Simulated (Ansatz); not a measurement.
According to plane-wave PAW PBE (Ansatz code), ZrTa in the rock salt structure (Fm-3m) relaxes to a = 5.660 Å. Ta has 6 nearest neighbours from 2.83 Å (octahedral); Zr has 6 nearest neighbours from 2.83 Å (octahedral). Its formation energy from the elements is 1.15 eV/atom, with no fitted shifts.

Electronic character: metallic (no gap). Gap from PBE with spin–orbit coupling: none (metallic).

An equation-of-state fit gives a bulk modulus of 955 kbar.

The start of the workflow was typed in or built on a structure type; neither database checked (COD, Materials Project) lists it. Whether it is the stable phase at ambient conditions was not checked. The PBE relaxation kept the symmetry of its start; its stability against distortions is not shown here. No spin polarisation was allowed. Its formation energy is positive at this level, so the cell may be metastable or incomplete. The references are the lowest solids computed at this level, not always the standard phases. Scalar-relativistic: spin–orbit coupling is off unless named, which matters more the heavier the elements.

Potentials: the earlier of the program's two PAW sets.
